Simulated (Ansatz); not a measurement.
Method: r2SCAN, no spin polarisation; PAW, plane waves to 500 eV, 7×8×4 Γ-centred mesh, fermi-dirac occupations (width 0.1 eV) (Ansatz 0.2.0), atoms fixed. The cell carries a charge of +1 e on a uniform background.

Computed maps in the lattice plane spanned by b (left to right, 4.12 Å, 12 points from zero) and c (bottom to top, 10.01 Å, 26 points from zero), 90° apart, at height 0.250 along a. The fields are smooth PAW ones with compensation charges, not the true ones near nuclei.

Valence density. Digits on a logarithmic scale: 0 up to 0.03 e/Å³, each further digit a factor of 1.6, 9 from 1.3 e/Å³ up:
```
799999764446
789998753335
578987532123
356665320002
123432100000
000100000000
000000000000
000000000000
000000000000
000000000000
000000000000
000000000000
001210000000
235553200000
467876420002
688888631013
787378742024
688688642124
678887642224
556665544444
444444457875
533333599999
744444799999
766666799999
778887789998
789998767776
```

Question: The cell is HfIBr. Which atoms lie within 0.2 Å of this plane, and where (fractions of b and c)?

Answer: Br at (0.25, 0.34), I at (0.25, 0.96), Hf at (0.75, 0.10). The whole cell:
```xyz
6
Lattice="4.7654 0.0000 0.0000 0.0000 4.1222 0.0000 0.0000 0.0000 10.0066" Properties=species:S:1:pos:R:3 pbc="T T T"
Br    1.1914    1.0306    3.3952
Br    3.5741    3.0917    6.6114
I     1.1914    1.0306    9.5963
I     3.5741    3.0917    0.4103
Hf    1.1914    3.0917    1.0007
Hf    3.5741    1.0306    9.0060
```

Origin: a known structure type with other elements, at an estimated volume, so it need not be a known compound. Caveats: many states at the Fermi level without spin polarisation, so a magnetic state may lie lower; atoms or cell far from equilibrium; charged cell with a uniform background.
